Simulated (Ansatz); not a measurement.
Sr₂CuSO₂: clamped-ion strain scan

All numbers below come from DFT PBE, scalar-relativistic, plane waves, PAW in Ansatz. Cutoff 420 eV, Γ-centred 12×12×8 k-points, Gaussian smearing of 0.15 eV. No spin polarisation. Energies are free energies at this smearing, counted from the undisturbed cell; pressure is positive in compression.

Reference structure (relaxed at this level; it needn't be the usual structure):

```
CELL_PARAMETERS angstrom
3.90176 0.00000 0.00000
0.00000 3.90176 0.00000
0.00000 0.00000 6.88634
ATOMIC_POSITIONS crystal
Sr 0.00000 0.00000 0.24813
Sr 0.00000 0.00000 0.75187
Cu 0.50000 0.50000 0.00000
S 0.50000 0.50000 0.50000
O 0.00000 0.50000 0.00000
O 0.50000 0.00000 0.00000
```

The cell is strained by ε times the Voigt pattern (1, 1, 0, 0, 0, 0) (xx, yy, zz, yz, xz, xy; engineering shear) with fractional coordinates fixed. The cell is metallic on the mesh throughout.

```csv
ε,ΔE (meV/atom)
-0.0400,49.2
-0.0200,11.4
0.0000,0.0
0.0100,2.9
0.0300,23.3
```

Problem. Predict the stress summed along the pattern (GPa, tension positive) at each point.

Solution.
```
      ε  stress summed along the pattern (GPa, tension positive)
-0.0400                                                   -25.11
-0.0200                                                   -11.14
 0.0000                                                     0.17
 0.0100                                                     4.97
 0.0300                                                    13.09
```

Cost: 5 runs of about 5 core-minutes in all, on Arm Neoverse N1 (shared hosts).